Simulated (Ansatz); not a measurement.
OsBr3 (ReO3-type structure)

The computed numbers are results of PBE+U (U_eff = 2 eV on Os 5d), scalar-relativistic (collinear spin) in the plane-wave PAW code Ansatz at 420 eV, 6×6×6 k-mesh, Gaussian smearing of 0.05 eV; PAW files: Ansatz's generated set soft_2.

```
Os Br
1.0
     5.17787    0.00000    0.00000
     0.00000    5.17787    0.00000
     0.00000    0.00000    5.17787
Os Br
1 3
Direct
  0.00000 0.00000 0.00000
  0.50000 0.00000 0.00000
  0.00000 0.00000 0.50000
  0.00000 0.50000 0.00000
```

This is a trial structure made by placing the elements on a prototype's sites, so it needn't be the stable form. The ideal cubic cell shuts out tilts of the octahedra, which such structures often take.

Magnetic state: ferromagnetic, site spin moments Os 2.30; Br 0.15 μB.

The cell above was scaled in volume, its shape and atoms being fixed by the lattice's symmetry. Energies are counted from the cell above.

At this volume the pressure is 0.04 GPa.

| V (Å³/atom) | ΔE (meV/atom) | P (GPa) | largest moment (μB) |
| --- | --- | --- | --- |
| 32.80 | 12.3 | 2.3 | 2.01 |
| 33.32 | 6.4 | 1.4 | 2.03 |
| 34.01 | ? | ? | ? |
| 34.71 | 0.0 | 0.0 | 2.30 |
| 35.40 | 1.5 | -0.6 | 2.38 |
| 36.09 | 5.8 | -1.4 | 2.41 |
| 37.13 | 17.9 | -2.3 | 2.45 |
| 38.18 | 35.4 | -2.8 | 2.58 |

Fill in the withheld row.

ΔE (meV/atom): 1.8, P (GPa): 0.8, largest moment (μB): 2.23.

Can a bulk modulus be trusted from these points?

No. The energies are smooth (scatter 0.09 meV/atom), but the fit's B0′ of 1.3 is out of the usual range: the curve is too flat or too lopsided over this range, as for soft or weakly bound crystals, and a third-order form can't fix it.

The moment grows with the volume: wider spacing narrows the bands, and exchange then polarises them more fully.

With a Hubbard U or exact exchange the result depends on the state in which the open shell ends, and a lower one can't be excluded. Spin–orbit coupling, which matters for such heavy elements, is left out. The program warned that the potential is rough where the density is thin (voids or gaps), so long spacings are poorly fixed. Site moments are of spin, integrated over atomic spheres. The run is a metal.
